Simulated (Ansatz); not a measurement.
LaNiGe₃:
```
LaNiGe3
1.0
   -2.20519     2.20519     4.83274
    2.20519    -2.20519     4.83274
    2.20519     2.20519    -4.83274
La Ni Ge
1 1 3
Cartesian
  0.00000   0.00000   5.52968
  0.00000   0.00000   2.26025
  0.00000   2.20519   3.18988
  2.20519   0.00000   3.18988
  0.00000   0.00000   9.57656
```

Relaxed with r²SCAN. Special points in fractions of this cell's reciprocal vectors: Γ (0.000, 0.000, 0.000); X (0.000, 0.000, 0.500); P (0.250, 0.250, 0.250); N (0.000, 0.500, 0.000); M (0.500, 0.500, -0.500); S (0.302, 0.698, -0.302); S0 (-0.302, 0.302, 0.302); R (-0.104, 0.104, 0.500); G (0.500, 0.500, -0.104).

List the band energies nearest the Fermi level at these points for r²SCAN (plane waves, PAW; program Ansatz).

In eV from the Fermi level; about four levels below and three above (degenerate sets whole), none deeper than 8.9 eV; points with the same levels are listed once.

| k | below | above |
|---|---|---|
| Γ | -1.85 -1.85 -0.38 -0.38 -0.29 | 1.28 2.14 2.19 2.19 |
| X | -2.50 -2.43 -1.92 -1.90 | 1.77 1.77 1.97 |
| P | -2.34 -2.14 -2.14 -1.87 | 0.98 1.84 1.84 |
| N | -2.21 -1.28 -0.86 -0.59 | 0.73 1.03 1.15 |
| M | -2.42 -2.42 -2.39 -2.11 -0.49 | 0.78 0.78 1.05 |
| S | -2.26 -1.64 -0.80 -0.19 | 0.69 1.42 1.77 |
| R | -2.41 -2.37 -1.97 -1.65 | 1.59 1.69 1.87 |

Space group I4mm. The first step of the workflow began from a Materials Project structure, measured or hypothetical; the Crystallography Open Database copy checked does not list it. Its standing as an ambient phase is unchecked. Symmetry was held in the r²SCAN relaxation; whether a distortion lowers the energy is not shown. The run is not spin-polarised. Spin–orbit coupling is left out wherever it is not named.

Potentials: the later of the program's two PAW sets.
